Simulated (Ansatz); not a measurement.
Values for one crystal, relaxed and computed with PBE (plane waves, PAW; program Ansatz); other levels are named.

| Quantity | Value |
|---|---|
| Volume per atom | 10.85 Å³ |
| Electronic character | no gap, with almost no states at the Fermi level (zero-gap or semimetallic) |
| Density of states at the Fermi level | 0.00 states/eV per atom (mean over ±0.08 eV) |
| Pressure derivative B′ | 4.0 |
| Formation energy from the elements (no fitted shifts) | 0.065 eV/atom |
| Bulk modulus (Birch–Murnaghan fit) | 171 GPa |

Task: Which compound is it?
(A) GaP, rock salt
(B) NiGe2, MoSi2 or CaC2 type
(C) BP, P6_422 (B on 3c, P on 3d)
(D) VN, rock salt

Result: C, BP, P6_422 (B on 3c, P on 3d)

The start of the workflow was typed in or built on a structure type; neither database checked (COD, Materials Project) lists it. It is not the phase usual at ambient conditions (space group No. 216). Symmetry was held in the PBE relaxation; its stability against distortions is not shown here. The references are the lowest solids computed at this level, not always the standard phases.

Potentials: the later of the program's two PAW sets.
